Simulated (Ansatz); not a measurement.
GaSb:
```
CELL_PARAMETERS angstrom
      4.32891     0.00000     0.00000
     -2.16445     3.74894     0.00000
      0.00000     0.00000    14.20170
ATOMIC_POSITIONS crystal
  Ga 0.66667 0.33333 0.99976
  Sb 0.66667 0.33333 0.18774
  Ga 0.00000 0.00000 0.25048
  Sb 0.00000 0.00000 0.43702
  Ga 0.33333 0.66667 0.49976
  Sb 0.33333 0.66667 0.68774
  Ga 0.00000 0.00000 0.75048
  Sb 0.00000 0.00000 0.93702
```

DFT-r²SCAN in the program Ansatz with PAW potentials gives a gap of 0.42 eV without spin–orbit coupling, maximum at Γ, minimum at Γ.

Task: What happens when spin–orbit coupling is switched on?

Result: The gap shrinks by 0.21 eV, to 0.21 eV; maximum at Γ, minimum at Γ.

Task: Give the electron effective mass with spin–orbit coupling.

Result: 0.017, 0.017, 0.018 mₑ (principal values).

Task: Give the hole effective mass with spin–orbit coupling.

Result: 0.022, 0.022, 0.57 mₑ (principal values).

Space group P6_3mc. The start of the workflow was typed in or built on a structure type; the Crystallography Open Database copy checked does not list it. It is not the phase usual at ambient conditions (space group No. 216). The cell was relaxed with r²SCAN under the symmetry of its start; whether a distortion lowers the energy is not shown.

Potentials: the earlier of the program's two PAW sets.
